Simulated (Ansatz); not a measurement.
Relaxed-ion elastic tensor of WSe₂ in space group P6_3/mmc (No. 194; W on 2d, Se on 4f) in GPa (Voigt order), the program Ansatz at the r²SCAN+D4 level (PAW); density 9.08 g/cm³, 20.82 Å³ per atom.

```
 200  41.6   9.3   0.0   0.0   0.0
41.6   200   9.3   0.0   0.0   0.0
 9.3   9.3  43.1   0.0   0.0   0.0
 0.0   0.0   0.0  14.3   0.0   0.0
 0.0   0.0   0.0   0.0  14.3   0.0
 0.0   0.0   0.0   0.0   0.0  79.2
```

Task: Is the crystal mechanically stable?

Result: Yes: the smallest eigenvalue of C is 14.3 GPa.

Task: Work out the Voigt, Reuss and Hill averages.

Result: K_V = 62.6, K_R = 35.3, K_H = 49.0; G_V = 47.1, G_R = 24.7, G_H = 35.9 GPa.

Task: Give Young's modulus, Poisson's ratio, Pugh's ratio and the universal anisotropy index.

Result: E = 9KG/(3K + G) = 86.6 GPa; ν = 0.21; K/G = 1.36 (brittle by the Pugh limit of 1.75); A_U = 5G_V/G_R + K_V/K_R − 6 = 5.30.

Task: Estimate the sound speeds and the Debye temperature.

Result: v_l = √((K + 4G/3)/ρ) = 3260 m/s, v_t = √(G/ρ) = 1990 m/s, mean 2200 m/s; Θ = (h/k)(3n/4πV)^(1/3) v_m = 238 K.

Task: How much does each axis shrink under pressure?

Result: Linear compressibilities β_i = Σ_j S_ij (j = 1 to 3): x 3.3, y 3.3, z 22 per TPa.

The cell was relaxed with r²SCAN+D4 under the symmetry of its start; of distortions, only those at the zone centre were tested. The run is not spin-polarised. Spin–orbit coupling is left out wherever it is not named.

Potentials: the later of the program's two PAW sets.
